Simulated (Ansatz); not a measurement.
MgZn₃S₄:
```cif
data_MgS4Zn3
_chemical_formula_sum 'Mg1 Zn3 S4'
_space_group_name_H-M_alt 'Pm'
_space_group_IT_number 6
_space_group_name_Hall 'P -2y'
_cell_length_a 6.27678
_cell_length_b 3.83276
_cell_length_c 6.66041
_cell_angle_alpha 90.000
_cell_angle_beta 90.043
_cell_angle_gamma 90.000
loop_
_atom_site_label
_atom_site_type_symbol
_atom_site_symmetry_multiplicity
_atom_site_Wyckoff_symbol
_atom_site_fract_x
_atom_site_fract_y
_atom_site_fract_z
_atom_site_occupancy
Mg1 Mg 1 a 0.49991 0.00000 0.66631 1
Zn1 Zn 1 b 0.49946 0.50000 0.16726 1
Zn2 Zn 1 b 0.99991 0.50000 0.83684 1
Zn3 Zn 1 a 0.99911 0.00000 0.32930 1
S1 S 1 a 0.11099 0.00000 0.66497 1
S2 S 1 b 0.12733 0.50000 0.16722 1
S3 S 1 b 0.63122 0.50000 0.84497 1
S4 S 1 a 0.62817 0.00000 0.32303 1
```

Relaxed with PBEsol. The program Ansatz at the PBEsol level (PAW) gives a gap of 2.30 eV.

**Question.** What gap does HSE06 give on the same cell (Ansatz, PAW)?

**Answer.** 3.65 eV, 1.36 eV more. The hybrid was solved on a coarser mesh and at special points; its gap is the smallest among all of these.

```
k   v1 PBEsol  c1 PBEsol  v1 HSE06  c1 HSE06
--  ---------  ---------  --------  --------
Γ        0.00       2.30      0.00      3.65
Z       -1.33       4.52       [?]       [?]
B       -0.29       3.87     -0.31      5.25
Y2      -0.31       3.41       [?]       [?]
C2      -1.09       4.31       [?]       [?]
D       -0.74       3.54     -0.78      4.79
A       -0.66       4.10       [?]       [?]
E       -1.25       3.45     -1.33      4.71
```

**Question.** Top valence (v1) and lowest conduction level (c1) in eV from each method's valence maximum (which need not be a listed point): supply the withheld HSE06 values.

**Answer.** 
- C2, v1 HSE06: -1.15
- C2, c1 HSE06: 5.62
- A, v1 HSE06: -0.72
- A, c1 HSE06: 5.43
- Y2, v1 HSE06: -0.33
- Y2, c1 HSE06: 4.73
- Z, v1 HSE06: -1.40
- Z, c1 HSE06: 5.73

Cost on shared cores: the PBEsol run (SCF on a 5×7×4 mesh, then bands and DOS) about 7 core-minutes (a rough figure), the HSE06 run (SCF on 3×4×3, then a few points) very roughly 10 core-minutes; the tasks are unlike.

The workflow started from a Materials Project entry (that database holds measured and hypothetical structures alike); the Crystallography Open Database copy checked does not list it. With Mg and Zn taken as one species the cell has the higher symmetry P6_3mc, so it may be an ordered model of a mixed-site phase. Whether it is the stable phase at ambient conditions was not checked. Symmetry was held in the PBEsol relaxation; of distortions, only those at the zone centre were tested.

Potentials: the later of the program's two PAW sets.
